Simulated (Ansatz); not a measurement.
**Lu, one cell by several methods**

```
CELL_PARAMETERS angstrom
3.50990 0.00000 0.00000
-1.75495 3.03966 0.00000
0.00000 0.00000 5.56660
ATOMIC_POSITIONS crystal
Lu 0.33333 0.66667 0.25000
Lu 0.66667 0.33333 0.75000
```

Atoms are numbered in the order listed.

The cell comes from COD entry 1538083, which wasn't checked; take it as a given geometry.

No spin–orbit coupling, which matters for the heavy atoms here.

Methods: DFT, PBEsol, PAW with Ansatz's default frozen-core files, scalar-relativistic (Ansatz 0.2.0); DFT, PBEsol, all-electron LAPW, scalar-relativistic (Ansatz 0.2.0).

For PAW: a Γ-centred 13×13×8 k mesh, Fermi–Dirac smearing of 0.03 eV, cutoff 420 eV, no spin polarisation; the PAW files were made with PBE, and the program remakes their frozen cores for this functional. LAPW targets a basis error of 0.5 meV/atom. The Ansatz runs share mesh, smearing and spin set-up. Plane-wave (PAW) pressures include the program's estimate of the Pulay term.

Stress and pressure are positive in compression.

Levels count from the Fermi level.

PAW results:

| quantity | PAW |
| --- | --- |
| pressure (GPa) | -3.39 |
| stress xx (GPa) | -2.99 |
| stress zz (GPa) | -4.19 |
| highest filled level at Γ (eV) | -2.427 |
| lowest empty level at Γ (eV) | 0.524 |
| highest filled level at A (eV) | -4.385 |
| lowest empty level at A (eV) | 1.130 |

Q: What does LAPW (all electrons) give for the same quantities?

A: 
| quantity | LAPW |
| --- | --- |
| pressure (GPa) | -3.38 |
| stress xx (GPa) | -2.98 |
| stress zz (GPa) | -4.18 |
| highest filled level at Γ (eV) | -2.427 |
| lowest empty level at Γ (eV) | 0.524 |
| highest filled level at A (eV) | -4.385 |
| lowest empty level at A (eV) | 1.130 |
